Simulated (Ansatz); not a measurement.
# BAs (zinc blende): frozen-phonon scan

Relaxed BAs (zinc blende):

```xyz
4
Lattice="0.0000 4.8094 4.8094 2.4047 0.0000 2.4047 2.4047 2.4047 0.0000" Properties=species:S:1:pos:R:3 pbc="T T T"
As     3.6070     3.6070     3.6070
As     3.6070     6.0117     6.0117
B      0.0000     0.0000     0.0000
B      2.4047     2.4047     4.8094
```

The atoms are displaced by Q × the pattern below (from a DFPT mode at L = (0.5, 0.0, 0.0), largest move 1; Q in Å), at fixed cell. It is one choice among 2 degenerate patterns. (q is in reciprocal vectors of the primitive cell; the cell shown is doubled to hold the pattern.)

| atom | x | y | z |
|---|---|---|---|
| As1 | 0.036 | -0.066 | 0.102 |
| As2 | -0.036 | 0.066 | -0.102 |
| B3 | 0.285 | -0.520 | 0.805 |
| B4 | -0.285 | 0.520 | -0.805 |

All values below come from PBE (plane waves to 420 eV, PAW, scalar-relativistic; Ansatz, a first-principles code). k mesh 6×12×12 (Γ-centred), Fermi-Dirac smearing 0.05 eV. Energies are smeared free energies. Compression counts positive. BAs was relaxed with its symmetry unable to fall. The PAW data are Ansatz's earlier set. The zero of ΔE is the undisplaced structure.

```json
[
 {"Q (Å)": "-0.100", "ΔE (meV/cell)": "187.1", "P (GPa)": "0.93", "−dE/dQ from forces (eV/Å)": "3.752"},
 {"Q (Å)": "-0.083", "ΔE (meV/cell)": "129.9", "P (GPa)": "0.65", "−dE/dQ from forces (eV/Å)": "3.122"},
 {"Q (Å)": "-0.067", "ΔE (meV/cell)": "83.1", "P (GPa)": "0.41", "−dE/dQ from forces (eV/Å)": "2.495"},
 {"Q (Å)": "-0.050", "ΔE (meV/cell)": "46.7", "P (GPa)": "0.23", "−dE/dQ from forces (eV/Å)": "1.869"},
 {"Q (Å)": "-0.033", "ΔE (meV/cell)": "20.7", "P (GPa)": "0.10", "−dE/dQ from forces (eV/Å)": "1.245"},
 {"Q (Å)": "-0.017", "ΔE (meV/cell)": "5.2", "P (GPa)": "0.02", "−dE/dQ from forces (eV/Å)": "0.622"},
 {"Q (Å)": "0.000", "ΔE (meV/cell)": "0.0", "P (GPa)": "0.00", "−dE/dQ from forces (eV/Å)": "0.000"},
 {"Q (Å)": "0.017", "ΔE (meV/cell)": "5.2", "P (GPa)": "0.02", "−dE/dQ from forces (eV/Å)": "-0.622"},
 {"Q (Å)": "0.033", "ΔE (meV/cell)": "20.7", "P (GPa)": "0.10", "−dE/dQ from forces (eV/Å)": "-1.245"},
 {"Q (Å)": "0.050", "ΔE (meV/cell)": "46.7", "P (GPa)": "0.23", "−dE/dQ from forces (eV/Å)": "-1.869"},
 {"Q (Å)": "0.067", "ΔE (meV/cell)": "83.1", "P (GPa)": "0.41", "−dE/dQ from forces (eV/Å)": "-2.495"},
 {"Q (Å)": "0.083", "ΔE (meV/cell)": "129.9", "P (GPa)": "0.65", "−dE/dQ from forces (eV/Å)": "-3.122"},
 {"Q (Å)": "0.100", "ΔE (meV/cell)": "187.1", "P (GPa)": "0.93", "−dE/dQ from forces (eV/Å)": "-3.752"}
]
```

Derived quantities:

Energy at Q = 0.100 Å: 187.1 meV/cell
Space group of the distorted cell: P1 (No. 1), lowered from F-43m
Symmetry of the curve: even: the same for both signs
Shape of the curve: a single well with its minimum at or next to zero displacement
Harmonic wavenumber from the curvature (finite differences): 650 cm⁻¹
Wavenumber by perturbation theory (DFPT, on another k mesh): 650 cm⁻¹

(For displaced atoms, the force is minus the slope of the energy, and its curvature is a force constant, which sets phonon frequencies.)
